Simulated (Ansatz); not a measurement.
An Ansatz (a quantum-chemistry and plane-wave program) run. Input:

Ansatz 0.2 input:
```yaml
crystal:
  lattice:
    - [2.2880426862, 1.3210020608, 7.4449435913]
    - [-2.2880426862, 1.3210020608, 7.4449435913]
    - [0.0, -2.6420041215, 7.4449435913]
  atoms:
    - { symbol: Mg, position: [0.4992473497, 0.4992473497, 0.4992473497] }
    - { symbol: Cd, position: [0.0003768256, 0.0003768256, 0.0003768256] }
    - { symbol: Te, position: [0.1261884836, 0.1261884836, 0.1261884836] }
    - { symbol: Te, position: [0.624201341, 0.624201341, 0.624201341] }
kpoints:
  mp_grid: { grid: [7, 7, 7] }
hamiltonian:
  xc: pbesol
  pseudopotentials: { kind: paw }
scf:
  occupations: { method: fixed }
elastic: { mode: relaxed_ion, stencil: two_point, amplitude: 0.005, f_tol: 0.0005 }
output: { polarization: {} }
```

Output (shortened):

```
Pseudopotential: Mg, paw, valence charge 10
Pseudopotential: Cd, paw, valence charge 20
Pseudopotential: Te, paw, valence charge 16
Functional definition: PBEsol
Crystal: 4 atoms, lattice volume = 135.014 Å³
Basis set: ecut = 420 eV, 2683 PW (Γ), exchange–correlation on 108×108×108 points (8 copies of the dense FFT grid, shifted against one another)
Bands: 38, of which v1, the nominal top of the filled ones, is band 31 counted from 1 (30 counted from 0)
Symmetry: 6 space group operations
Space group: R3m (ITA 160), of the structure as read, at distance tolerance 5.1e-5 Å
k-points: 44 of 343 (time reversal used)
SCF 1 converged in 13 iterations: F = -23901.547970 eV  dr2 = 7.38e-15
Crystal: 4 atoms, lattice volume = 134.339 Å³
Basis set: ecut = 420 eV, 2655 PW (Γ), exchange–correlation on 108×108×108 points (8 copies of the dense FFT grid, shifted against one another)
Symmetry: 2 space group operations
k-points: 100 of 343 (time reversal used)
SCF 2 converged in 13 iterations: F = -23901.547136 eV  dr2 = 1.77e-14
relax step   1: F+E_penalty+E_count = -23901.54713574 eV  Δ(F+E_penalty+E_count) = +0.000e0 eV  max|allowed force component| = 2.497e-2 eV/Å  Δτ_max = 0.0000 Å  (13 SCF iters, accepted)
Crystal: 4 atoms, lattice volume = 134.339 Å³
SCF 3 converged in 11 iterations: F = -23901.547281 eV  dr2 = 8.45e-15
relax step   2: F+E_penalty+E_count = -23901.54728123 eV  Δ(F+E_penalty+E_count) = -1.455e-4 eV  max|allowed force component| = 1.323e-2 eV/Å  Δτ_max = 0.0062 Å  (11 SCF iters, accepted)
Crystal: 4 atoms, lattice volume = 134.339 Å³
SCF 4 converged in 10 iterations: F = -23901.547321 eV  dr2 = 2.36e-14
relax step   3: F+E_penalty+E_count = -23901.54732092 eV  Δ(F+E_penalty+E_count) = -3.969e-5 eV  max|allowed force component| = 3.511e-3 eV/Å  Δτ_max = 0.0035 Å  (10 SCF iters, accepted)
Crystal: 4 atoms, lattice volume = 134.339 Å³
SCF 5 converged in 9 iterations: F = -23901.547324 eV  dr2 = 4.16e-14
relax step   4: F+E_penalty+E_count = -23901.54732375 eV  Δ(F+E_penalty+E_count) = -2.827e-6 eV  max|allowed force component| = 1.848e-3 eV/Å  Δτ_max = 0.0011 Å  (9 SCF iters, accepted)
Crystal: 4 atoms, lattice volume = 134.339 Å³
SCF 6 converged in 8 iterations: F = -23901.547324 eV  dr2 = 6.72e-14
relax step   5: F+E_penalty+E_count = -23901.54732431 eV  Δ(F+E_penalty+E_count) = -5.574e-7 eV  max|allowed force component| = 4.117e-5 eV/Å  Δτ_max = 0.0004 Å  (8 SCF iters, accepted)
Crystal: 4 atoms, lattice volume = 134.339 Å³
SCF 7 converged in 9 iterations: F = -23901.547324 eV  dr2 = 6.87e-14
Crystal: 4 atoms, lattice volume = 135.690 Å³
Basis set: ecut = 420 eV, 2699 PW (Γ), exchange–correlation on 108×108×108 points (8 copies of the dense FFT grid, shifted against one another)
SCF 8 converged in 12 iterations: F = -23901.547182 eV  dr2 = 8.68e-14
relax step   1: F+E_penalty+E_count = -23901.54718191 eV  Δ(F+E_penalty+E_count) = +0.000e0 eV  max|allowed force component| = 2.344e-2 eV/Å  Δτ_max = 0.0000 Å  (12 SCF iters, accepted)
Crystal: 4 atoms, lattice volume = 135.690 Å³
SCF 9 converged in 10 iterations: F = -23901.547322 eV  dr2 = 6.85e-14
relax step   2: F+E_penalty+E_count = -23901.54732244 eV  Δ(F+E_penalty+E_count) = -1.405e-4 eV  max|allowed force component| = 1.132e-2 eV/Å  Δτ_max = 0.0057 Å  (10 SCF iters, accepted)
Crystal: 4 atoms, lattice volume = 135.690 Å³
SCF 10 converged in 10 iterations: F = -23901.547352 eV  dr2 = 1.83e-14
relax step   3: F+E_penalty+E_count = -23901.54735179 eV  Δ(F+E_penalty+E_count) = -2.935e-5 eV  max|allowed force component| = 2.041e-3 eV/Å  Δτ_max = 0.0034 Å  (10 SCF iters, accepted)
Crystal: 4 atoms, lattice volume = 135.690 Å³
SCF 11 converged in 9 iterations: F = -23901.547354 eV  dr2 = 4.59e-14
relax step   4: F+E_penalty+E_count = -23901.54735396 eV  Δ(F+E_penalty+E_count) = -2.172e-6 eV  max|allowed force component| = 1.202e-3 eV/Å  Δτ_max = 0.0012 Å  (9 SCF iters, accepted)
Crystal: 4 atoms, lattice volume = 135.690 Å³
SCF 12 converged in 8 iterations: F = -23901.547354 eV  dr2 = 5.46e-14
relax step   5: F+E_penalty+E_count = -23901.54735431 eV  Δ(F+E_penalty+E_count) = -3.498e-7 eV  max|allowed force component| = 4.034e-5 eV/Å  Δτ_max = 0.0004 Å  (8 SCF iters, accepted)
Crystal: 4 atoms, lattice volume = 135.690 Å³
SCF 13 converged in 8 iterations: F = -23901.547354 eV  dr2 = 5.13e-14
Crystal: 4 atoms, lattice volume = 134.339 Å³
Basis set: ecut = 420 eV, 2659 PW (Γ), exchange–correlation on 108×108×108 points (8 copies of the dense FFT grid, shifted against one another)
SCF 14 converged in 13 iterations: F = -23901.547033 eV  dr2 = 1.57e-14
relax step   1: F+E_penalty+E_count = -23901.54703273 eV  Δ(F+E_penalty+E_count) = +0.000e0 eV  max|allowed force component| = 4.388e-2 eV/Å  Δτ_max = 0.0000 Å  (13 SCF iters, accepted)
Crystal: 4 atoms, lattice volume = 134.339 Å³
SCF 15 converged in 11 iterations: F = -23901.547219 eV  dr2 = 9.44e-15
relax step   2: F+E_penalty+E_count = -23901.54721935 eV  Δ(F+E_penalty+E_count) = -1.866e-4 eV  max|allowed force component| = 3.016e-2 eV/Å  Δτ_max = 0.0091 Å  (11 SCF iters, accepted)
Crystal: 4 atoms, lattice volume = 134.339 Å³
SCF 16 converged in 10 iterations: F = -23901.547300 eV  dr2 = 1.77e-14
relax step   3: F+E_penalty+E_count = -23901.54729992 eV  Δ(F+E_penalty+E_count) = -8.057e-5 eV  max|allowed force component| = 5.723e-3 eV/Å  Δτ_max = 0.0042 Å  (10 SCF iters, accepted)
Crystal: 4 atoms, lattice volume = 134.339 Å³
SCF 17 converged in 9 iterations: F = -23901.547302 eV  dr2 = 1.25e-14
relax step   4: F+E_penalty+E_count = -23901.54730231 eV  Δ(F+E_penalty+E_count) = -2.389e-6 eV  max|allowed force component| = 2.383e-3 eV/Å  Δτ_max = 0.0010 Å  (9 SCF iters, accepted)
Crystal: 4 atoms, lattice volume = 134.339 Å³
SCF 18 converged in 8 iterations: F = -23901.547303 eV  dr2 = 2.04e-14
relax step   5: F+E_penalty+E_count = -23901.54730281 eV  Δ(F+E_penalty+E_count) = -5.006e-7 eV  max|allowed force component| = 3.583e-5 eV/Å  Δτ_max = 0.0003 Å  (8 SCF iters, accepted)
Crystal: 4 atoms, lattice volume = 134.339 Å³
SCF 19 converged in 9 iterations: F = -23901.547303 eV  dr2 = 3.05e-15
Crystal: 4 atoms, lattice volume = 135.690 Å³
Basis set: ecut = 420 eV, 2713 PW (Γ), exchange–correlation on 108×108×108 points (8 copies of the dense FFT grid, shifted against one another)
SCF 20 converged in 13 iterations: F = -23901.547103 eV  dr2 = 1.21e-14
relax step   1: F+E_penalty+E_count = -23901.54710332 eV  Δ(F+E_penalty+E_count) = +0.000e0 eV  max|allowed force component| = 3.966e-2 eV/Å  Δτ_max = 0.0000 Å  (13 SCF iters, accepted)
Crystal: 4 atoms, lattice volume = 135.690 Å³
SCF 21 converged in 11 iterations: F = -23901.547278 eV  dr2 = 1.19e-14
relax step   2: F+E_penalty+E_count = -23901.54727840 eV  Δ(F+E_penalty+E_count) = -1.751e-4 eV  max|allowed force component| = 2.672e-2 eV/Å  Δτ_max = 0.0084 Å  (11 SCF iters, accepted)
Crystal: 4 atoms, lattice volume = 135.690 Å³
SCF 22 converged in 10 iterations: F = -23901.547341 eV  dr2 = 1.86e-14
relax step   3: F+E_penalty+E_count = -23901.54734122 eV  Δ(F+E_penalty+E_count) = -6.282e-5 eV  max|allowed force component| = 5.279e-3 eV/Å  Δτ_max = 0.0038 Å  (10 SCF iters, accepted)
Crystal: 4 atoms, lattice volume = 135.690 Å³
SCF 23 converged in 9 iterations: F = -23901.547344 eV  dr2 = 1.28e-14
relax step   4: F+E_penalty+E_count = -23901.54734361 eV  Δ(F+E_penalty+E_count) = -2.389e-6 eV  max|allowed force component| = 2.031e-3 eV/Å  Δτ_max = 0.0010 Å  (9 SCF iters, accepted)
Crystal: 4 atoms, lattice volume = 135.690 Å³
SCF 24 converged in 8 iterations: F = -23901.547344 eV  dr2 = 7.02e-15
relax step   5: F+E_penalty+E_count = -23901.54734399 eV  Δ(F+E_penalty+E_count) = -3.830e-7 eV  max|allowed force component| = 4.697e-5 eV/Å  Δτ_max = 0.0003 Å  (8 SCF iters, accepted)
Crystal: 4 atoms, lattice volume = 135.690 Å³
SCF 25 converged in 9 iterations: F = -23901.547344 eV  dr2 = 2.91e-14
Crystal: 4 atoms, lattice volume = 135.014 Å³
SCF 26 converged in 12 iterations: F = -23901.547793 eV  dr2 = 1.45e-14
relax step   1: F+E_penalty+E_count = -23901.54779346 eV  Δ(F+E_penalty+E_count) = +0.000e0 eV  max|allowed force component| = 1.833e-2 eV/Å  Δτ_max = 0.0000 Å  (12 SCF iters, accepted)
Crystal: 4 atoms, lattice volume = 135.014 Å³
SCF 27 converged in 10 iterations: F = -23901.547840 eV  dr2 = 6.05e-15
relax step   2: F+E_penalty+E_count = -23901.54783998 eV  Δ(F+E_penalty+E_count) = -4.653e-5 eV  max|allowed force component| = 9.466e-3 eV/Å  Δτ_max = 0.0043 Å  (10 SCF iters, accepted)
Crystal: 4 atoms, lattice volume = 135.014 Å³
SCF 28 converged in 9 iterations: F = -23901.547853 eV  dr2 = 1.81e-14
relax step   3: F+E_penalty+E_count = -23901.54785293 eV  Δ(F+E_penalty+E_count) = -1.295e-5 eV  max|allowed force component| = 1.866e-4 eV/Å  Δτ_max = 0.0014 Å  (9 SCF iters, accepted)
Crystal: 4 atoms, lattice volume = 135.014 Å³
SCF 29 converged in 9 iterations: F = -23901.547853 eV  dr2 = 5.23e-14
Crystal: 4 atoms, lattice volume = 135.014 Å³
SCF 30 converged in 12 iterations: F = -23901.547795 eV  dr2 = 1.40e-14
relax step   1: F+E_penalty+E_count = -23901.54779537 eV  Δ(F+E_penalty+E_count) = +0.000e0 eV  max|allowed force component| = 1.806e-2 eV/Å  Δτ_max = 0.0000 Å  (12 SCF iters, accepted)
Crystal: 4 atoms, lattice volume = 135.014 Å³
SCF 31 converged in 10 iterations: F = -23901.547841 eV  dr2 = 6.38e-15
relax step   2: F+E_penalty+E_count = -23901.54784106 eV  Δ(F+E_penalty+E_count) = -4.569e-5 eV  max|allowed force component| = 9.485e-3 eV/Å  Δτ_max = 0.0043 Å  (10 SCF iters, accepted)
Crystal: 4 atoms, lattice volume = 135.014 Å³
SCF 32 converged in 9 iterations: F = -23901.547854 eV  dr2 = 1.69e-14
relax step   3: F+E_penalty+E_count = -23901.54785413 eV  Δ(F+E_penalty+E_count) = -1.308e-5 eV  max|allowed force component| = 1.818e-4 eV/Å  Δτ_max = 0.0013 Å  (9 SCF iters, accepted)
Crystal: 4 atoms, lattice volume = 135.014 Å³
SCF 33 converged in 9 iterations: F = -23901.547854 eV  dr2 = 8.18e-14
SCF converged after 13 iterations
Free energy (F): -23901.547970 eV
Harris-Foulkes:  -23901.547970 eV  (|F-HF|=1.46e-11)
Internal energy: -23901.547970 eV  (E = F + TS)
E sigma→0 (E₀):  -23901.547970 eV
Fermi energy:    5.876164 eV
--- Per-component energies (eV) ---
  E_band       = -1471.614554
  E_kinetic    = 942.563764
  E_local      = -8996.842183  (includes V_loc(G=0)·N_el)
  E_nonlocal   = -482.161643
  E_hartree    = 4430.202733
  E_xc         = -450.567147
  E_vxc        = -466.252124  (∫ρ·V_xc dr)
  E_paw        = -13465.871458  (= ΣΔE_a)
  E_vpaw       = -1329.327480  (= ΣTr[D̂ρ^β])
  E_aug_tail   = -0.000349  (compensation charges beyond the density's cutoff)
  E_ewald      = -5880.022139
  E_core_change = 1.150452  (= ΣΔE_core)
  E_smearing   =  0.000000  (= −TS)
  E_closure    = 0.000000  (closes the sum)
  Σ components = -23901.547970   (vs F -23901.547970, Δ=0.00e0)
--- Forces (eV/Å), atoms counted from 1 ---
  atom   1  Mg     0.00000000     0.00000000     0.00003833
  atom   2  Cd     0.00000000     0.00000000     0.00004338
  atom   3  Te     0.00000000     0.00000000     0.00034499
  atom   4  Te     0.00000000     0.00000000    -0.00042676
  max |Σ_I F_I| component: 6.12e-8 eV/Å
--- Stress (GPa, compression-positive) ---
        0.002806       0.000000       0.000000
        0.000000       0.002806       0.000000
        0.000000       0.000000       0.003734
  P = ⅓ Tr σ = 0.0031 GPa (0.031 kbar)
--- Band table (eV; the first three rows and the last of 44) ---
  k-point 0: bands = ["-95.8674", "-69.1745", "-56.9606", "-56.9604", "-56.9604", "-36.1177", "-36.1159", "-36.1159", "-29.7806", "-29.7806", "-29.7502", "-29.7502", "-29.7473", "-29.6508", "-29.6362", "-29.6362", "-29.6121", "-29.6121", "-4.9353", "-4.4192", …
  k-point 1: bands = ["-95.8674", "-69.1745", "-56.9606", "-56.9604", "-56.9604", "-36.1177", "-36.1159", "-36.1159", "-29.7806", "-29.7805", "-29.7502", "-29.7502", "-29.7473", "-29.6507", "-29.6363", "-29.6362", "-29.6121", "-29.6120", "-4.8589", "-4.3822", …
  k-point 2: bands = ["-95.8674", "-69.1745", "-56.9606", "-56.9604", "-56.9604", "-36.1177", "-36.1159", "-36.1159", "-29.7807", "-29.7803", "-29.7503", "-29.7501", "-29.7472", "-29.6506", "-29.6364", "-29.6362", "-29.6122", "-29.6117", "-4.6756", "-4.3007", …
  k-point 43: bands = ["-95.8674", "-69.1745", "-56.9606", "-56.9604", "-56.9604", "-36.1177", "-36.1159", "-36.1159", "-29.7806", "-29.7805", "-29.7502", "-29.7502", "-29.7473", "-29.6507", "-29.6363", "-29.6362", "-29.6121", "-29.6120", "-4.7208", …
--- Elastic constants: 3 strain directions × 2 members + reference (group order 6) ---
  dense FFT box of the reference and of every strained cell: 54×54×54
  strains applied: 11, 33, 23; error gains …
  C = ∂σ_k/∂η_j (tension-positive GPa; Voigt order 11 22 33 23 13 12):
        59.709     30.488     26.426     -4.734      0.000      0.000
        30.488     59.709     26.426      4.734      0.000      0.000
        26.425     26.425     60.975      0.000      0.000      0.000
        -4.732      4.732      0.000     10.941      0.000      0.000
         0.000      0.000      0.000      0.000     10.941     -4.732
         0.000      0.000      0.000      0.000     -4.734     14.611
  reference stress σ⁰ (GPa):     -0.003     -0.003     -0.004      0.000      0.000      0.000
  moduli (Voigt/Reuss/Hill, GPa): K = 38.56/38.55/38.56   G = 13.77/11.68/12.72   E = 34.39   ν = 0.351
  mechanically stable: yes (min eigenvalue of sym C = 7.70 GPa)
  e, the proper piezoelectric tensor (elastic.mode: relaxed_ion; C/m²; rows x y z; Voigt order 11 22 33 23 13 12):
       0.00000    0.00000    0.00000    0.00000   -0.03674    0.06738
       0.06738   -0.06738    0.00000   -0.03674    0.00000    0.00000
      -0.04802   -0.04802    0.12041    0.00000    0.00000    0.00000
  ±, each entry's uncertainty from the finite density of the strings (C/m²), an estimate: the size of the correction for it that the entry includes:
       0.00000    0.00000    0.00000    0.00000    0.00388    0.00479
       0.00479    0.00479    0.00000    0.00388    0.00000    0.00000
       0.01672    0.01672    0.00049    0.00000    0.00000    0.00000
  strain η (Voigt 11):  stress-route row diagonal C_11 = 59.71 GPa, energy-path curvature d²(F+E_count+ΔE)/dδ²/Ω₀ = 59.72 GPa
         δ    σ_11 (GPa)             F (eV)   n_scf  n_hpsi   n_pw
    -5.000e-3      -0.3036      -23901.5473243       9   58562   2655   relax 5 steps, max|allowed force component| 4.12e-5 eV/Å
     5.000e-3       0.2935      -23901.5473543       8   59256   2699   relax 5 steps, max|allowed force component| 4.03e-5 eV/Å
  strain η (Voigt 33):  stress-route row diagonal C_33 = 60.97 GPa, energy-path curvature d²(F+E_count+ΔE)/dδ²/Ω₀ = 60.98 GPa
         δ    σ_33 (GPa)             F (eV)   n_scf  n_hpsi   n_pw
    -5.000e-3      -0.3097      -23901.5473028       9   27288   2659   relax 5 steps, max|allowed force component| 3.58e-5 eV/Å
     5.000e-3       0.3001      -23901.5473440       9   27250   2713   relax 5 steps, max|allowed force component| 4.70e-5 eV/Å
  strain η (Voigt 23):  stress-route row diagonal C_44 = 10.94 GPa, energy-path curvature d²(F+E_count+ΔE)/dδ²/Ω₀ = 10.94 GPa
         δ    σ_23 (GPa)             F (eV)   n_scf  n_hpsi   n_pw
    -5.000e-3      -0.0550      -23901.5478529       9   61783   2683   relax 3 steps, max|allowed force component| 1.87e-4 eV/Å
     5.000e-3       0.0545      -23901.5478541       9   60574   2683   relax 3 steps, max|allowed force component| 1.82e-4 eV/Å
--- Formal polarisation (Berry phase): one branch of a lattice of values; only differences between neighbouring runs are physical ---
  axis  mesh            electronic          ionic      p = total  spread (rad)  least overlap  resolved gap  δp at fixed H ≤   (phases in cycles; p mod 2 …
  b1    7×7×7           0.49259847    17.00624720    17.49884567      0.157254         0.8333        1.2788           1.2e-5
  b2    7×7×7           0.49259847    17.00624720    17.49884567      0.157254         0.8333        1.2788           1.2e-5
  b3    7×7×7           0.49259847    17.00624720    17.49884567      0.157254         0.8333        1.2788           1.2e-5
  quantum along a1:   0.11702204 e/Å² =   187.489976 µC/cm²
  quantum along a2:   0.11702204 e/Å² =   187.489976 µC/cm²
  quantum along a3:   0.11702204 e/Å² =   187.489976 µC/cm²
  P = (  0.00000000,   0.00000000,   2.89475483) e/Å² = (    0.000000,     0.000000,  4637.908555) µC/cm²  (mod the quanta)
```

Cost: around 29 core-minutes (rough) on shared cores.

The workflow started from a Materials Project entry (that database holds measured and hypothetical structures alike); the Crystallography Open Database copy checked does not list it. With Mg and Cd taken as one species the cell has the higher symmetry F-43m, so it may be an ordered model of a mixed-site phase. Whether it is the stable phase at ambient conditions was not checked. The PBEsol relaxation kept the symmetry of its start; whether a distortion lowers the energy is not shown. Scalar-relativistic: spin–orbit coupling is off unless named, which matters more the heavier the elements.

Potentials: the later of the program's two PAW sets.

Ansatz is a plane-wave DFT program.
